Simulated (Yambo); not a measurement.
RbCl (rock salt, space group Fm-3m, No. 225), G0W0@PBEsol in Yambo; all else as in the reference (4×4×4 Γ-centred k mesh, 159 bands and a 10 Ry block in the screening, 159 bands in G with the Bruneval-Gonze terminator, plasmon pole fitted at 27.2 eV). One parameter is varied: the cutoff of the exchange sum, over 5, 10, 20, 40, 58 Ry.

### Question
From which value on does the gap Γ → Γ stay within 0.05 eV of the largest setting?

### Answer
From 20 Ry on.
```tsv
cutoff of the exchange sum (Ry)	G0W0 gap (eV)	valence shift (eV)
5	7.58	-1.76
10	7.88	-2.24
20	7.94	-2.33
40	7.94	-2.33
58	7.94	-2.33
```
The last step of the sweep still moves the gap by 0 meV; the other settings are held fixed.

Geometry relaxed with PBEsol; primitive cell a = 4.625 Å, b = 4.625 Å, c = 4.625 Å, α = 60.00°, β = 60.00°, γ = 60.00°.

A shift is the quasiparticle energy of the state minus its PBEsol energy.
